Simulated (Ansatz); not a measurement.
## Does relaxation matter for the field gradients of ZnS with Cu replacing Zn?

Start: a supercell of ZnS (space group P6_3mc) built from an entry of the Crystallography Open Database (COD) (the entry's cell lengths or inner coordinates differ somewhat from later room-temperature determinations), with all atoms left at the host's positions.

```cif
data_Zn17CuS18
_symmetry_space_group_name_H-M 'P31m'
_symmetry_Int_Tables_number 157
_cell_length_a 6.6026
_cell_length_b 6.6026
_cell_length_c 18.6900
_cell_angle_alpha 90.000
_cell_angle_beta 90.000
_cell_angle_gamma 120.000
loop_
_atom_site_label
_atom_site_type_symbol
_atom_site_symmetry_multiplicity
_atom_site_Wyckoff_symbol
_atom_site_fract_x
_atom_site_fract_y
_atom_site_fract_z
Zn1 Zn 3 c 0.6667 0.0000 0.0000
Zn4 Zn 3 c 0.6667 0.0000 0.5000
Zn7 Zn 3 c 0.0000 0.3333 0.1667
Zn10 Zn 1 a 0.0000 0.0000 0.6667
Zn11 Zn 2 b 0.3333 0.6667 0.6667
Cu Cu 1 a 0.0000 0.0000 0.3333
Zn14 Zn 2 b 0.3333 0.6667 0.3333
Zn16 Zn 3 c 0.0000 0.3333 0.8333
S19 S 3 c 0.6667 0.0000 0.1250
S22 S 3 c 0.6667 0.0000 0.6250
S25 S 3 c 0.0000 0.3333 0.2917
S28 S 1 a 0.0000 0.0000 0.7917
S29 S 2 b 0.3333 0.6667 0.7917
S31 S 1 a 0.0000 0.0000 0.4583
S32 S 2 b 0.3333 0.6667 0.4583
S34 S 3 c 0.0000 0.3333 0.9583
```

One atom of each set is listed.

All values are calculated (Ansatz; DFT, PBE, plane waves and PAW, scalar-relativistic, 420 eV cutoff, Γ-centred 3×3×1 k-points, Fermi–Dirac smearing 0.01 eV, cell charge -1), not measured.

The largest force at the start is 0.64 eV/Å. Relaxing the ions at fixed cell moves them by 0.087 Å at most (atom 9, Zn) and 0.042 Å rms.

```tsv
site	moved (Å)	first shell before	first shell after	V_zz before (10²¹ V/m²)	η before
Zn4	0.070	4 S at 2.33–2.34 Å	4 S at 2.30–2.40 Å	1.42	0.81
Zn7	0.087	4 S at 2.33–2.34 Å	4 S at 2.28–2.36 Å	-1.62	0.14
Zn10	0.034	4 S at 2.33–2.34 Å	4 S at 2.33–2.36 Å	0.66	0.00
Zn11	0.022	4 S at 2.33–2.34 Å	4 S at 2.33–2.35 Å	0.72	0.00
Cu	0.008	4 S at 2.33–2.34 Å	4 S at 2.29–2.31 Å	1.33	0.00
Zn14	0.070	4 S at 2.33–2.34 Å	4 S at 2.32–2.39 Å	1.69	0.00
S25	0.044	3 Zn at 2.33–2.34 Å, 1 Cu at 2.33 Å	3 Zn at 2.28–2.32 Å, 1 Cu at 2.29 Å	-3.62	0.89
S29	0.005	4 Zn at 2.33–2.34 Å	4 Zn at 2.34–2.35 Å	-0.67	0.00
S31	0.037	3 Zn at 2.33 Å, 1 Cu at 2.34 Å	3 Zn at 2.30 Å, 1 Cu at 2.31 Å	-3.26	0.00
S32	0.016	4 Zn at 2.33–2.34 Å	4 Zn at 2.33–2.39 Å	-0.56	0.00
```

Problem. How do the gradients change?

Solution. 

```tsv
site	V_zz after	η after	change of V_zz
Zn4	2.46	0.71	+1.04
Zn7	-2.93	0.11	-1.31
Zn10	1.23	0.00	+0.57
Zn11	1.04	0.00	+0.32
Cu	0.88	0.00	-0.45
Zn14	2.95	0.00	+1.26
S25	-3.09	0.48	+0.53
S29	-0.49	0.00	+0.18
S31	-3.34	0.00	-0.08
S32	-1.11	0.00	-0.55
```

The largest change of V_zz is on Zn7, from -1.62 to -2.93. In per cent, |V_zz| changes by +44 to +86 on Zn, -34 on Cu, -27 to +100 on S (all sites that start above 0.5). Where |V_zz| stays above 0.1, η moves most on S25, from 0.89 to 0.48. The table leaves out 6 of the 16 sites, with |V_zz| up to 1.88; their tensors move by 0.60 at most along any direction. The statements above cover all sites. The host's own positions weren't relaxed first, so part of the change far from the defect can be the host's relaxation.

The defect repeats with the cell of 36 atoms, so it feels its images: sites between two images don't show the values beside a lone defect, and zeros or small values of η there can come from the images' arrangement. S and Zn carry a gradient in the pure host already, so the values there aren't the defect's effect alone. A uniform background compensates the cell's charge.
Before: With a gap of 0.4 eV on this mesh, small gradients can still move by 0.1 × 10²¹ V/m² or more as the k-mesh gets denser. The neighbours have not yet relaxed around the defect (largest force 0.64 eV/Å), so a real crystal will differ.
After: The relaxation keeps the site symmetry 3m of the start, so the impurity can move only along its axis; a start off the site could end lower. With a gap of 0.8 eV on this mesh, small gradients can still move by 0.1 × 10²¹ V/m² or more as the k-mesh gets denser.
